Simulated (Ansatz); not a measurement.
LiF:
Space group P6₃/mmc (No. 194); a = b = 3.2958 Å, c = 4.0173 Å, α = β = 90.00°, γ = 120.00°

```tsv
atom	site	symmetry	x	y	z
Li	2d	-6m2	0.6667	0.3333	0.2500
F	2c	-6m2	0.3333	0.6667	0.2500
```

Relaxed with PBEsol.

Task: Which orbitals make up the states near the band edges in the program Ansatz at the PBEsol level (PAW)?

Result: Top 1 eV of the valence band: F 2p 99 %. Bottom 1 eV of the conduction band: Li 2s 66 %, F 2s 20 %, Li 1s 5 %. Projections are on Löwdin-orthogonalised atomic valence shells; empty p or d shells of many metals are not among them.

Task: Tabulate the density of states.

Result: States/eV per cell of 4 atoms, in 0.25 eV bins, energy from the valence-band maximum.

| E (eV) | total | F 2p | Li 2s | F 2s |
|---|---|---|---|---|
| -3.05 | 0.00 | 0.00 | 0.00 | 0.00 |
| -2.80 | 0.20 | 0.19 | 0.00 | 0.00 |
| -2.55 | 1.25 | 1.20 | 0.02 | 0.00 |
| -2.30 | 4.74 | 4.44 | 0.22 | 0.01 |
| -2.05 | 4.05 | 3.80 | 0.19 | 0.01 |
| -1.80 | 4.35 | 4.13 | 0.14 | 0.01 |
| -1.55 | 4.65 | 4.47 | 0.09 | 0.01 |
| -1.30 | 5.08 | 4.95 | 0.06 | 0.01 |
| -1.05 | 6.22 | 6.07 | 0.06 | 0.01 |
| -0.80 | 4.99 | 4.91 | 0.03 | 0.01 |
| -0.55 | 6.05 | 5.99 | 0.01 | 0.00 |
| -0.30 | 5.68 | 5.64 | 0.01 | 0.00 |
| -0.05 | 0.74 | 0.73 | 0.00 | 0.00 |
| 0.20 | 0.00 | 0.00 | 0.00 | 0.00 |
| 0.45 | 0.00 | 0.00 | 0.00 | 0.00 |
| 0.70 | 0.00 | 0.00 | 0.00 | 0.00 |
| 0.95 | 0.00 | 0.00 | 0.00 | 0.00 |
| 1.20 | 0.00 | 0.00 | 0.00 | 0.00 |
| 1.45 | 0.00 | 0.00 | 0.00 | 0.00 |
| 1.70 | 0.00 | 0.00 | 0.00 | 0.00 |
| 1.95 | 0.00 | 0.00 | 0.00 | 0.00 |
| 2.20 | 0.00 | 0.00 | 0.00 | 0.00 |
| 2.45 | 0.00 | 0.00 | 0.00 | 0.00 |
| 2.70 | 0.00 | 0.00 | 0.00 | 0.00 |
| 2.95 | 0.00 | 0.00 | 0.00 | 0.00 |
| 3.20 | 0.00 | 0.00 | 0.00 | 0.00 |
| 3.45 | 0.00 | 0.00 | 0.00 | 0.00 |
| 3.70 | 0.00 | 0.00 | 0.00 | 0.00 |
| 3.95 | 0.00 | 0.00 | 0.00 | 0.00 |
| 4.20 | 0.00 | 0.00 | 0.00 | 0.00 |
| 4.45 | 0.00 | 0.00 | 0.00 | 0.00 |
| 4.70 | 0.00 | 0.00 | 0.00 | 0.00 |
| 4.95 | 0.00 | 0.00 | 0.00 | 0.00 |
| 5.20 | 0.00 | 0.00 | 0.00 | 0.00 |
| 5.45 | 0.00 | 0.00 | 0.00 | 0.00 |
| 5.70 | 0.00 | 0.00 | 0.00 | 0.00 |
| 5.95 | 0.00 | 0.00 | 0.00 | 0.00 |
| 6.20 | 0.00 | 0.00 | 0.00 | 0.00 |
| 6.45 | 0.00 | 0.00 | 0.00 | 0.00 |
| 6.70 | 0.00 | 0.00 | 0.00 | 0.00 |
| 6.95 | 0.00 | 0.00 | 0.00 | 0.00 |
| 7.20 | 0.00 | 0.00 | 0.00 | 0.00 |
| 7.45 | 0.00 | 0.00 | 0.00 | 0.00 |
| 7.70 | 0.06 | 0.00 | 0.04 | 0.01 |
| 7.95 | 0.14 | 0.00 | 0.09 | 0.03 |
| 8.20 | 0.21 | 0.01 | 0.14 | 0.04 |
| 8.45 | 0.28 | 0.02 | 0.18 | 0.05 |
| 8.70 | 0.35 | 0.02 | 0.23 | 0.06 |
| 8.95 | 0.43 | 0.03 | 0.29 | 0.06 |
| 9.20 | 0.51 | 0.04 | 0.34 | 0.06 |
| 9.45 | 0.61 | 0.05 | 0.41 | 0.06 |
| 9.70 | 0.80 | 0.06 | 0.54 | 0.07 |
| 9.95 | 0.89 | 0.06 | 0.56 | 0.05 |
| 10.20 | 1.12 | 0.06 | 0.63 | 0.04 |
| 10.45 | 1.27 | 0.06 | 0.62 | 0.03 |
| 10.70 | 1.14 | 0.04 | 0.46 | 0.02 |
| 10.95 | 0.92 | 0.03 | 0.31 | 0.01 |
| 11.20 | 0.75 | 0.02 | 0.23 | 0.01 |
| 11.45 | 0.64 | 0.02 | 0.18 | 0.01 |
| 11.70 | 0.57 | 0.01 | 0.15 | 0.00 |

Space group P6_3/mmc. The start of the workflow was typed in or built on a structure type; neither database checked (COD, Materials Project) lists it. It is not the phase usual at ambient conditions (space group No. 225). The PBEsol relaxation kept the symmetry of its start; its stability against distortions is not shown here.

Potentials: the later of the program's two PAW sets.
